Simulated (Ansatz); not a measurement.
## YbB2Ru3: what a change of magnetization, scf.max_iter does

Level of theory: PBEsol, no spin polarisation, scalar-relativistic; Ansatz, plane waves to 420 eV (PAW set soft_2), k-mesh 9×9×10. These are the settings of the reference run.

Cell:

```
Yb B Ru
1.0
     5.45957    0.00000    0.00000
    -2.72978    4.72812    0.00000
     0.00000    0.00000    2.96246
Yb B Ru
1 2 3
Direct
  0.00000 0.00000 0.00000
  0.33333 0.66667 0.00000
  0.66667 0.33333 0.00000
  0.50000 0.00000 0.50000
  0.50000 0.50000 0.50000
  0.00000 0.50000 0.50000
```

The reference run of this cell is solved again as a single point with these keys changed:

| key | reference run | changed run |
| --- | --- | --- |
| magnetization | not typed | {spin_polarized: true, initial_magnetization: 7} |
| scf.max_iter | not typed | 60 |

Does this change matter?



```
                                    quantity  reference run  changed run
energy, changed less reference (meV an atom)              0         -0.1
                              pressure (GPa)            0.0          0.0
                        largest force (eV/Å)           0.00         0.00
                        gap on the mesh (eV)           0.00         0.00
                     moment of the cell (μB)           0.00         0.29
```

The energy moves by 0.1 meV an atom (0.00 eV for the cell); most telling is the moment of the cell, from 0.00 to 0.29. It took 20 iterations.

Caveats: the reference run: 4f shell without a U, which puts 4f levels too near the Fermi level; a single point, atoms not relaxed again.
